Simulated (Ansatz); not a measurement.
The start is a relaxed ZnSnN2 cell displaced along its unstable phonon at q = (½, ½, 0) of its primitive reciprocal cell (490i cm⁻¹), largest move 0.15 Å. The structure is fully relaxed (lattice and positions, P = 0) with PBE (plane waves to 420 eV, PAW, scalar-relativistic; Ansatz, an electronic-structure program). The first steps use a coarse 8×8×10 k-mesh.

Initial structure:
```yaml
crystal:
  lattice:
    - [8.30649, 0.00000, 0.00000]
    - [4.15325, 4.15325, 0.00000]
    - [0.00000, 0.00000, 3.14598]
  atoms:
    - { symbol: Zn, position: [0.00000, 0.50000, 0.50000] }
    - { symbol: Zn, position: [0.50000, 0.50000, 0.50000] }
    - { symbol: Sn, position: [0.00000, 0.00000, 0.00000] }
    - { symbol: Sn, position: [0.50000, 0.00000, 0.00000] }
    - { symbol: N, position: [0.76806, 0.50000, 0.00000] }
    - { symbol: N, position: [0.23194, 0.50000, 0.00000] }
    - { symbol: N, position: [0.26806, 0.96388, 0.00000] }
    - { symbol: N, position: [0.73194, 0.03612, 0.00000] }
```

Which atoms feel the largest initial force, and how large is it?

1.38 eV/Å, on N5, N6, N7, N8 (atoms numbered as listed).

How much energy is released per atom?

0.36 eV/atom.

Does it find its way back to the structure it was made from?

It does not go back: it reaches P4/mbm (No. 127), 0.42 eV/atom below the parent.

How do the shortest distances between atoms change?

The closest pairs of elements (up to four, under 3.6 Å), start → end: N–Zn 2.49 → 2.06 Å; N–Sn 2.08 → 2.21 Å; N–N 2.94 → 2.67 Å; Zn–Zn 3.15 → 3.13 Å.

What band gap does the relaxed structure have at this level?

Zero (metallic).

Write out the relaxed structure.


Space group P4/mbm (No. 127); a = 5.881 Å, b = 5.881 Å, c = 3.127 Å, α = 90.00°, β = 90.00°, γ = 90.00°

```tsv
atom	site	symmetry	x	y	z
Zn	2c	m.mm	0.0000	0.5000	0.5000
Sn	2a	4/m..	0.0000	0.0000	0.0000
N	4g	m.2m	0.1606	0.3394	0.0000
```

Final values are on a 8×8×15 k-mesh of the relaxed cell. No spin polarisation in the result.

The run could not lose the symmetry of its start, so the end can be a saddle point.

The relaxed structure here is a generated cell of ZnSnN2: the first start was made by placing the elements on the sites of a structure type, and the end was not matched to a known phase here, so it may be hypothetical.
